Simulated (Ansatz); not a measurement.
CuCl:
```xyz
2
Lattice="0.0000 2.6037 2.6037 2.6037 0.0000 2.6037 2.6037 2.6037 0.0000" Properties=species:S:1:pos:R:3 pbc="T T T"
Cu     0.0000     0.0000     0.0000
Cl     3.9056     3.9056     3.9056
```

Relaxed with LDA. Special points in fractions of this cell's reciprocal vectors: Γ (0.000, 0.000, 0.000); X (0.500, 0.000, 0.500); U (0.625, 0.250, 0.625); K (0.375, 0.375, 0.750); L (0.500, 0.500, 0.500); W (0.500, 0.250, 0.750).

Q: List the band energies nearest the valence-band maximum at these points for the program Ansatz at the LDA level (PAW).

A: In eV from the valence-band maximum; about four levels below and three above (degenerate sets whole), none deeper than 8.9 eV; … stands for higher levels left out; points with the same levels are listed once.

| k | below | above |
|---|---|---|
| Γ | -1.98 -1.98 0.00 0.00 0.00 | 0.64 … |
| X | -1.83 -1.74 -1.49 -1.49 | 3.22 4.51 9.26 |
| U | -1.89 -1.79 -1.38 -1.19 | 4.08 5.42 8.26 |
| L | -1.89 -1.89 -1.82 -0.75 -0.75 | 2.95 7.03 7.03 |
| W | -2.09 -1.76 -1.49 -1.08 | 5.00 5.71 7.56 |

Space group F-43m (zinc blende). The cell was relaxed with LDA under the symmetry of its start. The run is not spin-polarised.

Potentials: the earlier of the program's two PAW sets. The files were generated under PBE; for other functionals the program regenerates the frozen cores, and for LDA and PBEsol the local potential too.
